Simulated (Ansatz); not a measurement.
ZrSi$_{2}$:
```cif
data_Si8Zr4
_chemical_formula_sum 'Si8 Zr4'
_space_group_name_H-M_alt 'Cmcm'
_space_group_IT_number 63
_space_group_name_Hall '-C 2c 2'
_cell_length_a 3.67424
_cell_length_b 14.57070
_cell_length_c 3.65616
_cell_angle_alpha 90.000
_cell_angle_beta 90.000
_cell_angle_gamma 90.000
loop_
_space_group_symop_operation_xyz
  'x, y, z'
  '-x, -y, -z'
  '-x, -y, z+1/2'
  'x, y, -z+1/2'
  'x, -y, -z'
  '-x, y, z'
  '-x, y, -z+1/2'
  'x, -y, z+1/2'
  'x+1/2, y+1/2, z'
  '-x+1/2, -y+1/2, -z'
  '-x+1/2, -y+1/2, z+1/2'
  'x+1/2, y+1/2, -z+1/2'
  'x+1/2, -y+1/2, -z'
  '-x+1/2, y+1/2, z'
  '-x+1/2, y+1/2, -z+1/2'
  'x+1/2, -y+1/2, z+1/2'
loop_
_atom_site_label
_atom_site_type_symbol
_atom_site_symmetry_multiplicity
_atom_site_Wyckoff_symbol
_atom_site_fract_x
_atom_site_fract_y
_atom_site_fract_z
_atom_site_occupancy
Si1 Si 4 c 0.00000 0.05402 0.25000 1
Si2 Si 4 c 0.00000 0.24986 0.75000 1
Zr1 Zr 4 c 0.00000 0.39523 0.25000 1
```
(The calculation used a cell of 6 atoms; values per cell refer to that cell.)

Relaxed at zero pressure with the program Ansatz at the PBEsol level (PAW).

Task: The volume is raised by 6 % and shape and atoms relax at that volume. What pressure results, and how do the axes share the change?

Result: -6.9 GPa; a 1.7 %, b 2.7 %, c 1.5 %; the energy rises by 22 meV/atom.

Task: Give the new structure.

Result: 
Space group Cmcm (No. 63); a = 3.736 Å, b = 14.971 Å, c = 3.710 Å, α = β = γ = 90.00°

```json
[
 {"atom": "Si", "site": "4c", "symmetry": "m2m", "x": "0.0000", "y": "0.0528", "z": "0.2500"},
 {"atom": "Si", "site": "4c", "symmetry": "m2m", "x": "0.0000", "y": "0.2498", "z": "0.7500"},
 {"atom": "Zr", "site": "4c", "symmetry": "m2m", "x": "0.0000", "y": "0.3943", "z": "0.2500"}
]
```

The phase is kept; no other phase was compared at this pressure.

The PBEsol relaxation kept the symmetry of its start. The run is not spin-polarised.

Potentials: the later of the program's two PAW sets.
